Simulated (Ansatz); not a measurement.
CuPd: sound and stiffness along [100], [110] and [111]

All numbers below come from DFT LDA, scalar-relativistic, plane waves, PAW in Ansatz. Plane waves to 420 eV; Γ-centred k mesh 14×14×14; Fermi-Dirac smearing of 0.15 eV. No spin polarisation.

Equilibrium structure at this level:
```yaml
crystal:
  lattice:
    - [2.93044, 0.00000, 0.00000]
    - [0.00000, 2.93044, 0.00000]
    - [0.00000, 0.00000, 2.93044]
  atoms:
    - { symbol: Cu, position: [0.00000, 0.00000, 0.00000] }
    - { symbol: Pd, position: [0.50000, 0.50000, 0.50000] }
```

In a metal, frequencies and elastic constants depend on the k mesh and the smearing, soft modes and shear constants most.

With ions relaxed, on the cubic axes: C11 = 227.6, C12 = 195.2, C44 = 118.8 GPa. The density is 11.215 g/cm³.

Task: Is the crystal stable against strain, and how anisotropic is it?

Result: Born's conditions hold: C11 + 2C12 = 618.0, C11 − C12 = 32.3 and C44 = 118.8 GPa are all positive. B = (C11 + 2C12)/3 = 206.0 GPa. The two shear moduli are C44 and C′ = (C11 − C12)/2 = 16.2 GPa, so Zener's ratio is A = C44/C′ = 7.35: the tetragonal shear C′ is the soft one, as in many fcc and bcc metals and zincblende crystals. The Cauchy pressure C12 − C44 is 76.4 GPa; it would vanish for pair forces between atoms on inversion centres at zero pressure, and a positive value is usual with metallic or many-body binding.

Task: Give the sound speeds along the three symmetry directions.

Result: The Christoffel equation gives ρv² for each branch:
```csv
direction,branch,ρv²,GPa,v (m/s)
[100],L,C11,227.6,4505
[100],T (×2),C44,118.8,3255
[110],L,(C11 + C12 + 2C44)/2,330.2,5426
[110],"T, u ∥ [001]",C44,118.8,3255
[110],"T, u ∥ [1-10]",(C11 − C12)/2,16.2,1201
[111],L,(C11 + 2C12 + 4C44)/3,364.4,5700
[111],T (×2),(C11 − C12 + C44)/3,50.4,2119
```

Task: How does Young's modulus depend on direction?

Result: Inverting gives S11 = 21.160, S12 = -9.771, S44 = 8.417 TPa⁻¹. Along a unit vector (l, m, n), 1/E = S11 − 2(S11 − S12 − S44/2)(l²m² + m²n² + n²l²), where the last bracket is 0, 1/4 and 1/3 for [100], [110] and [111]: E = 47, 128 and 299 GPa. With A > 1 the body diagonal is stiffest. For a film on (001), the biaxial modulus is C11 + C12 − 2C12²/C11 = 88 GPa and the normal strain is −2C12/C11 = -1.72 times the in-plane one.